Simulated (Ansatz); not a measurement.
**¹⁷O NMR of the central transition in SiO2**

Cell: a COD entry, its atoms then relaxed with PBE in this cell.

Space group P4_12_12 (No. 92); a = 4.9820, c = 6.9630 Å.

| site | Wyckoff | site symmetry | x | y | z |
| --- | --- | --- | --- | --- | --- |
| Si | 4a | ..2 | 0.3039 | 0.3039 | 0.0000 |
| O | 8b | 1 | 0.2373 | 0.1140 | 0.1837 |

One atom of each set is listed.

All values are calculated (Ansatz; DFT, PBE, plane waves and PAW, scalar-relativistic, 420 eV cutoff, Γ-centred 4×4×3 k-points, Fermi–Dirac smearing 0.02 eV), not measured.

¹⁷O has I = 5/2 and Q = -25.58 mb (Pyykkö 2018); at 7.05 T its Larmor frequency is ν₀ = 40.7 MHz. Only the quadrupole interaction is simulated: positions count from each site's isotropic chemical shift, and shift anisotropy, dipolar and J coupling are left out.

Simulated pattern of one O site (static powder, Gaussian broadening 1 kHz):

(offset (kHz), height): (-22.11, 0), (-21.22, 1), (-20.32, 16), (-19.43, 47), (-18.53, 54), (-17.64, 58), (-16.74, 62), (-15.85, 69), (-14.95, 80), (-14.06, 100), (-13.17, 89), (-12.27, 72), (-11.38, 64), (-10.48, 59), (-9.59, 56), (-8.69, 53), (-7.80, 51), (-6.91, 50), (-6.01, 48), (-5.12, 47), (-4.22, 47), (-3.33, 46), (-2.43, 46), (-1.54, 46), (-0.64, 46), (0.25, 40), (1.14, 37), (2.04, 38), (2.93, 40), (3.83, 42), (4.72, 46), (5.62, 51), (6.51, 58), (7.40, 74), (8.30, 98), (9.19, 76), (10.09, 52), (10.98, 17), (11.88, 1), (12.77, 0)

Problem. Which |C_Q| and η does the pattern imply?

Solution. The pattern spans 30.8 kHz before broadening and its centre of gravity is at -5.15 kHz, which fixes P_Q; the places of the horns and steps fix η. That gives P_Q = 5.91 MHz, |C_Q| = 5.88 MHz and η = 0.18. The sign of C_Q can't be read from the pattern.

At O V_zz runs parallel to the line that joins its two neighbours (within 1°).
